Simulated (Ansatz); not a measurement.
According to the program Ansatz at the PBE level (PAW), AlSiGeN in the trigonal phase (R3m; Al on 3a, N on 3a, Ge on 3a, Si on 3a) relaxes to a = 3.578 Å, c = 18.445 Å. Its formation energy from the elements is 0.35 eV/atom, with no fitted shifts.

Electronic character: metallic (no gap).

The start of the workflow was typed in or built on a structure type; neither database checked (COD, Materials Project) lists it. Its standing as an ambient phase is unchecked. Symmetry was held in the PBE relaxation; its stability against distortions is not shown here. Its formation energy is positive at this level, so the cell may be metastable or incomplete. The references are the lowest solids computed at this level, not always the standard phases (solids in place of the gases). Spin–orbit coupling is left out wherever it is not named.

Potentials: the earlier of the program's two PAW sets.
